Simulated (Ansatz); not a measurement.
Given:

BP:
```yaml
crystal:
  lattice:
    - [3.06957, 0.00000, 0.00000]
    - [-1.53479, 2.65833, 0.00000]
    - [0.00000, 0.00000, 5.06112]
  atoms:
    - { symbol: B, position: [0.00000, 0.00000, 0.00000] }
    - { symbol: B, position: [0.00000, 0.00000, 0.50000] }
    - { symbol: P, position: [0.33333, 0.66667, 0.25000] }
    - { symbol: P, position: [0.66667, 0.33333, 0.75000] }
```

This is the r²SCAN-relaxed structure. Tensor components refer to the Cartesian frame of this cell.

### Question
All from plane-wave PAW r²SCAN (Ansatz code), unless another level is named. Predict the bulk modulus (Birch–Murnaghan fit).

### Answer
154 GPa.

### Question
What about the elastic constants (relaxed ions, GPa)?

### Answer
C11 = 267, C12 = 80.9, C13 = 118, C33 = 240, C44 = 39.0.

Space group P6_3/mmc (NiAs type). A made-up cell: these elements were put on the sites of a structure type; neither database checked (COD, Materials Project) lists it. It is not the phase usual at ambient conditions (space group No. 216). The cell was relaxed with r²SCAN under the symmetry of its start; whether a distortion lowers the energy is not shown. As this level gives no gap, shear constants depend on the k-mesh and smearing (Fermi–Dirac, 0.1 eV here). On the denser mesh and wider smearing of the elastic run this cell carries a stress of 0.3 GPa.

Potentials: the earlier of the program's two PAW sets. The files were generated under PBE; for other functionals the program regenerates the frozen cores, and for LDA and PBEsol the local potential too.
